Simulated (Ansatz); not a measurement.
YCl3 (space group C2/m)

Space group C2/m (No. 12); a = 6.854 Å, b = 11.828 Å, c = 6.332 Å, α = 90.00°, β = 110.96°, γ = 90.00°

```
atom  site  symmetry       x       y       z
----  ----  --------  ------  ------  ------
Y       4g         2  0.0000  0.1663  0.0000
Cl      8j         1  0.2592  0.3220  0.2450
Cl      4i         m  0.2200  0.0000  0.2526
```
(The calculation used a cell of 8 atoms; values per cell refer to that cell.)

The volume is varied about the relaxed value V₀ at fixed cell shape. The atoms relax within the cell's symmetry.

These are r2SCAN+rVV10 (plane waves to 500 eV, PAW, scalar-relativistic; Ansatz, a first-principles code) values and carry that method's errors. k mesh 6×6×6 (Γ-centred), Fermi-Dirac smearing 0.05 eV. The energy includes the smearing's −TS. With the shape held, the modulus is that of even scaling; a crystal free to change shape is softer. YCl3 is run without spin polarisation. YCl3 was relaxed with its symmetry unable to fall. The zero of ΔE is the relaxed starting cell.

```csv
V (Å³/atom),ΔE (meV/atom)
25.166,48.8
26.125,28.6
27.083,14.8
28.042,6.1
29.001,1.4
29.960,0.0
30.918,1.3
31.877,4.8
32.836,10.3
33.794,17.4
34.753,26.1
```

Q: What is the fitted pressure derivative B₀′?

A: 5.0.

Q: What bulk modulus at fixed cell shape B₀ follows from a third-order Birch-Murnaghan fit?

A: 14.5 GPa. Check by three points about V = 29.960 Å³/atom, step 0.959: d²E/dV² ≈ (1.4 − 2·0.0 + 1.3) meV / 0.959² = 0.00294 eV/Å⁶, and V·d²E/dV² × 160.2 = 14.1 GPa.

(A scan under strain: stresses follow from slopes of the energy per volume, elastic moduli from its curvatures.)
